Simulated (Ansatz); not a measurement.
Given:

Ta2O5:
Space group Pmmm (No. 47); a = 3.670 Å, b = 3.859 Å, c = 6.433 Å, α = β = γ = 90.00°

```
atom  site  symmetry       x       y       z
----  ----  --------  ------  ------  ------
Ta      1d       mmm  0.5000  0.0000  0.5000
Ta      1a       mmm  0.0000  0.0000  0.0000
O       1h       mmm  0.5000  0.5000  0.5000
O       2q       mm2  0.0000  0.0000  0.3208
O       1e       mmm  0.0000  0.5000  0.0000
O       1b       mmm  0.5000  0.0000  0.0000
```

This is the PBEsol-relaxed structure.

**Question.** All from PBEsol (plane waves, PAW; program Ansatz), unless another level is named. Estimate the electron effective mass with spin–orbit coupling.

**Answer.** 0.33, 0.96, 2.9 mₑ (principal values).

**Question.** And the formation energy from the elements (no fitted shifts)?

**Answer.** -2.51 eV/atom.

**Question.** Next, the electron effective mass?

**Answer.** 0.23, 0.98, 7.4 mₑ (principal values).

**Question.** What about the smallest direct gap on the standard path?

**Answer.** 0.53 eV.

**Question.** And the weight of the valence-edge state by species (Voronoi cells)?

**Answer.** O 99 %.

**Question.** And the weight of the conduction-edge state by species (Voronoi cells)?

**Answer.** Ta 75 %, O 25 %.

The first step of the workflow began from a Materials Project structure, measured or hypothetical; the Crystallography Open Database copy checked does not list it. COD files the formula under space group No. 49, so this cell is another polymorph or a model. Whether it is the stable phase at ambient conditions was not checked. The cell was relaxed with PBEsol under the symmetry of its start. At this level the phase is dynamically unstable (imaginary phonons). No spin polarisation was allowed. The references are the lowest solids computed at this level, not always the standard phases (solids in place of the gases). Spin–orbit coupling is left out wherever it is not named.

Potentials: the later of the program's two PAW sets.
